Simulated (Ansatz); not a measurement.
Calculation for Be: DFT, PBEsol, PAW with Ansatz's default frozen-core files, scalar-relativistic (Ansatz 0.2.0). This run: relaxed.

The cell is entry 9008488 of the Crystallography Open Database, unrelaxed.

Command: `ansatz run input.yaml --threads 1 --pin off --max-ram 3072MiB --backend cpu --events-out ev --progress --plain --runs-dir out` It took 14 s on 1 thread of Arm Neoverse V2, on a shared host, peak memory 0.36 GiB.

```yaml
crystal:
  lattice:
    - [2.2866, 0.0, 0.0]
    - [-1.1433, 1.9802536883, 0.0]
    - [0.0, 0.0, 3.5833]
  atoms:
    - { symbol: Be, position: [0.3333333333, 0.6666666667, 0.25] }
    - { symbol: Be, position: [0.6666666667, 0.3333333333, 0.75] }
kpoints:
  mp_grid: { grid: [25, 25, 14] }
scf:
  occupations: { method: fermi_dirac, width: 0.05 }
hamiltonian:
  xc: pbesol
  pseudopotentials: { kind: paw }
output:
  forces: true
  stress: true
  write_density: true
  write_potential: true
  elf: true
  volumetric_format: npy
relax:
  f_tol: 0.003
  max_steps: 80
  cell: {}
```

Output:

```
Engine: ansatz 0.2.0
Pseudopotentials: kind: paw
Pseudopotential: Be, paw, valence charge 2, recommended cutoff 420 eV (normal), Be.paw.azcp
Functional definition: PBEsol
  exchange = pbesol_x
  correlation = pbesol_c
Crystal: 2 atoms, lattice volume = 16.225 Å³
Basis set: ecut = 420 eV, 311 PW (Γ), exchange–correlation on 32×32×48 points (8 copies of the dense FFT grid, shifted against one another)
Bands: 6, of which v1, the nominal top of the filled ones, is band 2 counted from 1 (1 counted from 0)
Symmetry: 24 space group operations
Space group: P63/mmc (ITA 194), of the structure as read, at distance tolerance 2.5e-5 Å
k-points: 520 of 8750
Non-local potential: Be, projectors of the file, l = 0: 2, l = 1: 2, l = 2: 1
PAW form: soft (Blöchl's): semilocal exchange-correlation on the pseudo side does not see the compensation charge
PAW frozen core: Be, regenerated for the run's functional, and the local potential with it (the file was generated under x = pbe(κ = 0.804, μ = 0.2195149727645171), c = pbe(β = 0.06672455060314922))
PAW one-centre angular grid: Be, 110 points (default); XC on 64 Gauss nodes
Initial density: superposition of atomic densities (neutral atoms: chi_scale 0, normalization atom), corrected by the library's trained network
Initial wavefunctions: pseudopotential atomic-orbital guess
Functional: x = pbesol(κ = 0.804, μ = 0.12345679012345678), c = pbesol(β = 0.046)
SCF iter   1: F=—  HF=-180.692020 eV  |F-HF|=—  |Δ(HF+E_count)|=         —  Δρ=1.39e-3  dr2=2.38e-4  ethr=1.77e-3  ⟨swp⟩=5.4  Hψ=28234  notcnv=0
preconditioner: auto → none  [metal: Δε(μ)=0.018 eV  Ē_g=12.648 eV  σ=0.050 eV  W_gap=0.09  n_scr=2 (ndim 8)  ℏωp=18.4 eV  f_vac=0.000  D(μ)=0.27/eV (n_scr^D=0)  sad-step TF]
SCF iter   2: F=—  HF=-180.691953 eV  |F-HF|=—  |Δ(HF+E_count)|=   6.72e-5  Δρ=8.55e-4  dr2=9.14e-5  ethr=5.96e-6  ⟨swp⟩=1.3  Hψ=7441  notcnv=0
SCF iter   3: F=—  HF=-180.691967 eV  |F-HF|=—  |Δ(HF+E_count)|=   1.37e-5  Δρ=2.39e-5  dr2=3.88e-8  ethr=2.29e-6  ⟨swp⟩=1.0  Hψ=3134  notcnv=0
iter 4 did not close the SCF: its close was put off for the readings that it lacked (scf_convergence_deferred on its scf_iter line)
SCF iter   4: F=-180.691966 eV  HF=-180.691966 eV  |F-HF|=1.48e-9  |Δ(HF+E_count)|=   4.65e-7  Δρ=5.55e-6  dr2=4.20e-9  ethr=9.71e-10  ⟨swp⟩=2.0  Hψ=4162  notcnv=0
iter 5 did not close the SCF: its close was put off for the readings that it lacked (scf_convergence_deferred on its scf_iter line)
SCF iter   5: F=-180.691966 eV  HF=-180.691966 eV  |F-HF|=3.61e-12  |Δ(HF+E_count)|=   1.36e-9  Δρ=3.29e-7  dr2=1.28e-11  ethr=1.05e-10  ⟨swp⟩=1.0  Hψ=3120  notcnv=0
SCF iter   6: F=-180.691966 eV  HF=-180.691966 eV  |F-HF|=8.53e-14  |Δ(HF+E_count)|=  4.43e-12  Δρ=2.83e-8  dr2=6.56e-14  ethr=1.00e-12  ⟨swp⟩=3.2  Hψ=10016  notcnv=0
SCF 1 converged in 6 iterations: F = -180.691966 eV  dr2 = 6.56e-14
  greatest PAW one-centre occupation: 0.354 electrons in one spin orbital (limit 2), on the Be atom at site 1 (counted from 0), in its partial waves of l = 0
relax step   1: F+E_penalty+E_count = -180.69196606 eV  Δ(F+E_penalty+E_count) = +0.000e0 eV  max|allowed force component| = 1.573e-16 eV/Å  Δτ_max = 0.0000 Å  P = -4.021 GPa  Ω = 16.225 Å³  (6 SCF iters, accepted)
Crystal: 2 atoms, lattice volume = 15.898 Å³
Initial density: handed on by an earlier stage of this run
Initial wavefunctions: those handed on with the density
iter 1 solved again at ethr=5.72e-7 eV; its pass at ethr=3.10e-3 eV (dr2=2.29e-5 eV) is discarded
SCF iter   1: F=—  HF=-180.698410 eV  |F-HF|=—  |Δ(HF+E_count)|=         —  Δρ=5.65e-4  dr2=2.28e-5  ethr=5.72e-7  ⟨swp⟩=2.2  Hψ=32161  notcnv=0
preconditioner: auto → none  [metal: Δε(μ)=0.009 eV  Ē_g=12.846 eV  σ=0.050 eV  W_gap=0.05  n_scr=2 (ndim 8)  ℏωp=18.6 eV  f_vac=0.000  D(μ)=0.23/eV (n_scr^D=0)]
SCF iter   2: F=—  HF=-180.698460 eV  |F-HF|=—  |Δ(HF+E_count)|=   5.02e-5  Δρ=2.77e-4  dr2=5.27e-6  ethr=5.71e-7  ⟨swp⟩=1.0  Hψ=3120  notcnv=0
SCF iter   3: F=-180.698459 eV  HF=-180.698459 eV  |F-HF|=5.28e-10  |Δ(HF+E_count)|=   2.62e-7  Δρ=3.79e-6  dr2=5.72e-10  ethr=5.00e-9  ⟨swp⟩=5.4  Hψ=12291  notcnv=0
SCF 2 converged in 3 iterations: F = -180.698459 eV  dr2 = 5.72e-10
  greatest PAW one-centre occupation: 0.358 electrons in one spin orbital (limit 2), on the Be atom at site 1 (counted from 0), in its partial waves of l = 0
relax step   2: F+E_penalty+E_count = -180.69845947 eV  Δ(F+E_penalty+E_count) = -6.493e-3 eV  max|allowed force component| = 1.203e-16 eV/Å  Δτ_max = 0.0000 Å  P = -1.763 GPa  Ω = 15.898 Å³  energy of the carried Pulay correction = +5.310e-5 eV  (3 SCF iters, dr2 threshold 2.00e-7 eV, accepted)
Crystal: 2 atoms, lattice volume = 15.650 Å³
iter 1 solved again at ethr=3.12e-7 eV; its pass at ethr=3.10e-3 eV (dr2=1.25e-5 eV) is discarded
SCF iter   1: F=—  HF=-180.699732 eV  |F-HF|=—  |Δ(HF+E_count)|=         —  Δρ=4.06e-4  dr2=1.24e-5  ethr=3.12e-7  ⟨swp⟩=2.2  Hψ=30333  notcnv=0
preconditioner: auto → none  [metal: Δε(μ)=0.007 eV  Ē_g=12.991 eV  σ=0.050 eV  W_gap=0.03  n_scr=2 (ndim 8)  ℏωp=18.8 eV  f_vac=0.000  D(μ)=0.22/eV (n_scr^D=0)]
SCF iter   2: F=—  HF=-180.699773 eV  |F-HF|=—  |Δ(HF+E_count)|=   4.10e-5  Δρ=1.97e-4  dr2=2.70e-6  ethr=3.10e-7  ⟨swp⟩=1.0  Hψ=3120  notcnv=0
SCF iter   3: F=-180.699773 eV  HF=-180.699773 eV  |F-HF|=3.37e-10  |Δ(HF+E_count)|=   4.87e-7  Δρ=4.32e-6  dr2=9.98e-10  ethr=5.00e-9  ⟨swp⟩=5.2  Hψ=12151  notcnv=0
SCF 3 converged in 3 iterations: F = -180.699773 eV  dr2 = 9.98e-10
  greatest PAW one-centre occupation: 0.362 electrons in one spin orbital (limit 2), on the Be atom at site 1 (counted from 0), in its partial waves of l = 0
relax step   3: F+E_penalty+E_count = -180.69977259 eV  Δ(F+E_penalty+E_count) = -1.313e-3 eV  max|allowed force component| = 2.498e-16 eV/Å  Δτ_max = 0.0000 Å  P = +0.150 GPa  Ω = 15.650 Å³  energy of the carried Pulay correction = +9.378e-5 eV  (3 SCF iters, dr2 threshold 2.00e-7 eV, accepted)
Crystal: 2 atoms, lattice volume = 15.668 Å³
iter 1 solved again at ethr=2.10e-8 eV; its pass at ethr=3.10e-3 eV (dr2=8.41e-7 eV) is discarded
SCF iter   1: F=—  HF=-180.699740 eV  |F-HF|=—  |Δ(HF+E_count)|=         —  Δρ=8.55e-5  dr2=8.37e-7  ethr=2.10e-8  ⟨swp⟩=2.3  Hψ=30572  notcnv=0
preconditioner: auto → none  [metal: Δε(μ)=0.009 eV  Ē_g=12.983 eV  σ=0.050 eV  W_gap=0.04  n_scr=2 (ndim 8)  ℏωp=18.8 eV  f_vac=0.000  D(μ)=0.22/eV (n_scr^D=0)]
SCF iter   2: F=-180.699784 eV  HF=-180.699784 eV  |F-HF|=4.05e-8  |Δ(HF+E_count)|=   4.44e-5  Δρ=3.89e-5  dr2=1.71e-7  ethr=5.00e-9  ⟨swp⟩=5.0  Hψ=12027  notcnv=0
SCF 4 converged in 2 iterations: F = -180.699784 eV  dr2 = 1.71e-7
[... lines left out ...]
SCF iter   3: F=-180.699785 eV  HF=-180.699785 eV  |F-HF|=1.21e-11  |Δ(HF+E_count)|=   2.71e-9  Δρ=7.00e-7  dr2=2.56e-11  ethr=2.53e-10  ⟨swp⟩=5.0  Hψ=8908  notcnv=0
SCF 5 converged in 3 iterations: F = -180.699785 eV  dr2 = 2.56e-11
relax step   5: F+E_penalty+E_count = -180.69978466 eV  Δ(F+E_penalty+E_count) = -7.898e-7 eV  max|allowed force component| = 4.441e-16 eV/Å  Δτ_max = 0.0000 Å  P = -0.000 GPa  Ω = 15.668 Å³  energy of the carried Pulay correction = +9.089e-5 eV  (3 SCF iters, dr2 threshold 1.01e-8 eV, accepted)
Initial wavefunctions: pseudopotential atomic-orbital guess (no wavefunctions were taken with the density)
iter 1 solved again at ethr=1.07e-9 eV; its pass at ethr=3.10e-3 eV (dr2=4.29e-8 eV) is discarded
SCF iter   1: F=—  HF=-180.699664 eV  |F-HF|=—  |Δ(HF+E_count)|=         —  Δρ=1.90e-5  dr2=5.65e-9  ethr=1.07e-9  ⟨swp⟩=3.1  Hψ=37639  notcnv=0
SCF iter   2: F=—  HF=-180.699708 eV  |F-HF|=—  |Δ(HF+E_count)|=   4.45e-5  Δρ=9.64e-6  dr2=1.41e-9  ethr=1.41e-10  ⟨swp⟩=2.0  Hψ=4175  notcnv=0
SCF iter   3: F=-180.699708 eV  HF=-180.699708 eV  |F-HF|=1.23e-11  |Δ(HF+E_count)|=   3.86e-9  Δρ=6.44e-7  dr2=1.87e-11  ethr=1.00e-12  ⟨swp⟩=3.1  Hψ=10993  notcnv=0
SCF 6 converged in 3 iterations: F = -180.699708 eV  dr2 = 1.87e-11
relax step   6: F+E_penalty+E_count = -180.69970803 eV  Δ(F+E_penalty+E_count) = +7.662e-5 eV  max|allowed force component| = 4.441e-16 eV/Å  Δτ_max = 0.0000 Å  P = -0.008 GPa  Ω = 15.668 Å³  stress off target by 9.83e-3 GPa  SCF on the basis re-selected at this cell (its energy is not comparable with the rows above)  (3 SCF iters)
basis re-selected at this cell: Δ(F+E_penalty+E_count) = +7.662e-5 eV, ΔP = -0.008 GPa vs the last step (what re-selecting the basis moved, of the pressure what is left beyond the Pulay correction that the steps carried, after the strain that the cell walked since its last selection, with what the two solves' SCF thresholds leave and, on support functions, any second-order correction that the steps lacked; it is no measure of the basis error at this ecutwfc). This SCF's stress stands 9.83e-3 GPa from its target on what of the cell is left free (relax.cell.stress_tol is 5.00e-2 GPa) and its largest allowed force component is 4.44e-16 eV/Å (relax.f_tol is 3.00e-3 eV/Å): within both
SCF converged after 3 iterations
Free energy (F): -180.699708 eV
Harris-Foulkes:  -180.699708 eV  (|F-HF|=1.23e-11)
Internal energy: -180.697993 eV  (E = F + TS)
E sigma→0 (E₀):  -180.698850 eV
Entropy (-TS):   -0.001715 eV (-0.858 meV/atom)
Fermi energy:    8.302818 eV
--- Per-component energies (eV) ---
  E_band       = 12.423380
  E_kinetic    = 42.394942
  E_local      = 5.701161  (includes V_loc(G=0)·N_el)
  E_nonlocal   = 8.858183
  E_hartree    = 0.081063
  E_xc         = -39.529874
  E_vxc        = -41.952873  (∫ρ·V_xc dr)
  E_paw        = -114.475583  (= ΣΔE_a)
  E_vpaw       = -2.740159  (= ΣTr[D̂ρ^β])
  E_aug_tail   = -0.000001  (compensation charges beyond the density's cutoff)
  E_ewald      = -83.746947
  E_core_change = 0.019063  (= ΣΔE_core)
  E_smearing   = -0.001715  (= −TS)
  E_closure    = 0.000000  (closes the sum)
  Σ components = -180.699708   (vs F -180.699708, Δ=0.00e0)
--- Forces (eV/Å), atoms counted from 1 ---
  atom   1  Be     0.00000000    -0.00000000     0.00000000
  atom   2  Be     0.00000000     0.00000000     0.00000000
  max |Σ_I F_I| component: 7.40e-17 eV/Å
--- Stress (GPa, compression-positive) ---
       -0.007685      -0.000000       0.000000
        0.000000      -0.007685       0.000000
        0.000000       0.000000      -0.009826
  P = ⅓ Tr σ = -0.0084 GPa (-0.084 kbar)
--- Band table (eV; the first three rows and the last of 520) ---
  k-point 0: bands = ["-3.1940", "3.6737", "9.2899", "24.3582", "24.3582", "27.2087"]
  k-point 1: bands = ["-3.1499", "3.4063", "9.6609", "24.3987", "24.3987", "27.1949"]
  k-point 2: bands = ["-3.0178", "2.7564", "10.6203", "24.5185", "24.5185", "27.1480"]
  k-point 519: bands = ["6.8930", "6.8930", "8.7007", "8.7007", "14.6346", "14.6346"]
--- Relaxed structure (5 steps of the walk, 5 accepted, 1 SCFs on fresh bases) ---
  F+E_penalty+E_count = -180.69970803 eV   max|allowed force component| = 4.441e-16 eV/Å   (the final SCF, on the basis selected at the relaxed cell)
  cell:  # Å, volume = 15.6680 Å³
    - [2.2540644395141087, 4.5300332937589916e-37, 0.0]
    - [-1.1270322197570544, 1.9520770663863503, 0.0]
    - [0.0, 0.0, 3.560816211623785]
  atoms:
    - { symbol: Be, position: [0.33333333333333326, 0.6666666666666665, 0.25] }
    - { symbol: Be, position: [0.6666666666666666, 0.33333333333333326, 0.7499999999999999] }
```

Next run, as changes to the input before:

```diff
   lattice:
-    - [2.2866, 0.0, 0.0]
-    - [-1.1433, 1.9802536883, 0.0]
-    - [0.0, 0.0, 3.5833]
+    - [2.2540644395, 0.0, 0.0]
+    - [-1.1270322198, 1.9520770664, 0.0]
+    - [0.0, 0.0, 3.5608162116]
   atoms:
   stress: true
+  eigenvalues: true
   write_density: true
   volumetric_format: npy
-relax:
-  f_tol: 0.003
-  max_steps: 80
-  cell: {}
```

Command: `ansatz run input.yaml --threads 1 --pin off --max-ram 3072MiB --backend cpu --events-out ev --progress --plain --runs-dir out` It took 3.5 s on 1 thread of Arm Neoverse V2 (shared host), peak memory 0.33 GiB.

Results part of the output:

```
SCF 1 converged in 6 iterations: F = -180.699708 eV  dr2 = 1.80e-13
  greatest PAW one-centre occupation: 0.361 electrons in one spin orbital (limit 2), on the Be atom at site 1 (counted from 0), in its partial waves of l = 0
SCF converged after 6 iterations
Free energy (F): -180.699708 eV
Harris-Foulkes:  -180.699708 eV  (|F-HF|=1.42e-13)
Internal energy: -180.697993 eV  (E = F + TS)
E sigma→0 (E₀):  -180.698850 eV
Entropy (-TS):   -0.001715 eV (-0.858 meV/atom)
Fermi energy:    8.302818 eV
--- Per-component energies (eV) ---
  E_band       = 12.423380
  E_kinetic    = 42.394942
  E_local      = 5.701161  (includes V_loc(G=0)·N_el)
  E_nonlocal   = 8.858183
  E_hartree    = 0.081063
  E_xc         = -39.529874
  E_vxc        = -41.952873  (∫ρ·V_xc dr)
  E_paw        = -114.475583  (= ΣΔE_a)
  E_vpaw       = -2.740158  (= ΣTr[D̂ρ^β])
  E_aug_tail   = -0.000001  (compensation charges beyond the density's cutoff)
  E_ewald      = -83.746947
  E_core_change = 0.019063  (= ΣΔE_core)
  E_smearing   = -0.001715  (= −TS)
  E_closure    = 0.000000  (closes the sum)
  Σ components = -180.699708   (vs F -180.699708, Δ=0.00e0)
--- Forces (eV/Å), atoms counted from 1 ---
  atom   1  Be    -0.00000000    -0.00000000     0.00000000
  atom   2  Be     0.00000000     0.00000000     0.00000000
  max |Σ_I F_I| component: 0.00e0 eV/Å
--- Stress (GPa, compression-positive) ---
       -0.007685      -0.000000       0.000000
       -0.000000      -0.007685       0.000000
        0.000000       0.000000      -0.009828
  P = ⅓ Tr σ = -0.0084 GPa (-0.084 kbar)
--- Band table (eV; the first three rows and the last of 520) ---
  k-point 0: bands = ["-3.1940", "3.6737", "9.2899", "24.3582", "24.3582", "27.2087"]
  k-point 1: bands = ["-3.1499", "3.4063", "9.6609", "24.3987", "24.3987", "27.1949"]
  k-point 2: bands = ["-3.0178", "2.7564", "10.6203", "24.5185", "24.5185", "27.1480"]
  k-point 519: bands = ["6.8930", "6.8930", "8.7007", "8.7007", "14.6346", "14.6346"]
```

The PAW files were made under PBE.
